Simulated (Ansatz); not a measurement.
SiC:
```cif
data_C2Si2
_chemical_formula_sum 'Si2 C2'
_space_group_name_H-M_alt 'P63mc'
_space_group_IT_number 186
_space_group_name_Hall 'P 6c -2c'
_cell_length_a 3.05642
_cell_length_b 3.05642
_cell_length_c 5.01579
_cell_angle_alpha 90.000
_cell_angle_beta 90.000
_cell_angle_gamma 120.000
loop_
_atom_site_label
_atom_site_type_symbol
_atom_site_symmetry_multiplicity
_atom_site_Wyckoff_symbol
_atom_site_fract_x
_atom_site_fract_y
_atom_site_fract_z
_atom_site_occupancy
Si1 Si 2 b 0.66667 0.33333 0.00051 1
C1 C 2 b 0.33333 0.66667 0.12469 1
```

Relaxed with LDA.

### Question
Give the optical modes at the zone centre with their infrared and Raman activity from DFPT, plane-wave PAW LDA (Ansatz code).

### Answer
Transverse frequencies, without the LO–TO term; a row sums one degenerate level.

| ω (cm⁻¹) | degeneracy | IR ((D/Å)²/amu) | Raman (Å⁴/amu) | activity | symmetry |
|---|---|---|---|---|---|
| 258 | 2 | 0.00 | 0.16 | Raman | E2 |
| 599 | 1 | 0.00 | 0 | silent | B1 |
| 768 | 2 | 0.00 | 20 | Raman | E2 |
| 771 | 1 | 45.87 | 58 | IR+Raman | A1 |
| 801 | 2 | 79.61 | 17 | IR+Raman | E1 |
| 841 | 1 | 0.00 | 0 | silent | B1 |

### Question
How high does the top mode go among those that the LO–TO term moves?

### Answer
972 cm⁻¹ for q along x, 972 cm⁻¹ for q along y, 963 cm⁻¹ for q along z.

Space group P6_3mc (wurtzite). The LDA relaxation kept the symmetry of its start; phonons on a q-mesh show no instability.

Potentials: the later of the program's two PAW sets.
